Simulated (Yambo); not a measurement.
A G0W0@LDA run in Yambo for BaZnAsF (space group P4/nmm, No. 129) (2×2×1 Γ-centred k mesh, bands 9 to 277 and a 7 Ry block in the screening, 277 bands in G with the Bruneval-Gonze terminator, plasmon pole fitted at 27.2 eV) gives these matrix elements, in eV, at the band edges (Γ → Γ):

```json
[
 {"state": "valence edge", "E0": "0.000", "<Vxc>": "-14.027", "<Σx>": "-16.595", "<Σc(E0)>": "1.812", "Z": "0.789"},
 {"state": "conduction edge", "E0": "0.100", "<Vxc>": "-12.501", "<Σx>": "-7.659", "<Σc(E0)>": "-3.959", "Z": "0.795"}
]
```

Solve the linearised quasiparticle equation for both states, give the gap, and say how exchange and correlation each act on it.

E = E0 + Z(Σx + Σc − Vxc). Valence: 0.000 + 0.789 × (-16.595 + (1.812) − (-14.027)) = -0.60 eV. Conduction: 0.100 + 0.795 × (-7.659 + (-3.959) − (-12.501)) = 0.80 eV. The gap is 1.40 eV, against 0.10 eV in LDA. Replacing Vxc by bare exchange alone would open it by 7.41 eV; correlation takes back 5.77 eV of that, and Z scales what is left. Nearest settings tried, and what they do to the gap: 220 bands in W, 220 bands in G: +23 meV; 6 Ry block (323 vectors against 379): -13 meV; 1×1×1 mesh: -85 meV. So the settings aren't converged at that level. Oxides, nitrides and fluorides with a shallow 3d shell are known to need far more bands and larger blocks. The k mesh is coarse. Spin-orbit splittings are left out.

The standard potential for As keeps a d shell in the valence without the s and p states of that shell. In tests on such compounds this moved G0W0 gaps by up to about 0.9 eV, so absolute quasiparticle energies here are unreliable; differences between settings are what counts.

Geometry of the Materials Project entry, not relaxed at this level; primitive cell a = b = 4.2992 Å, c = 9.6217 Å, α = β = γ = 90.00°.

The structure is a Materials Project entry; no match was found in the copy of COD used, and its stability was not checked.
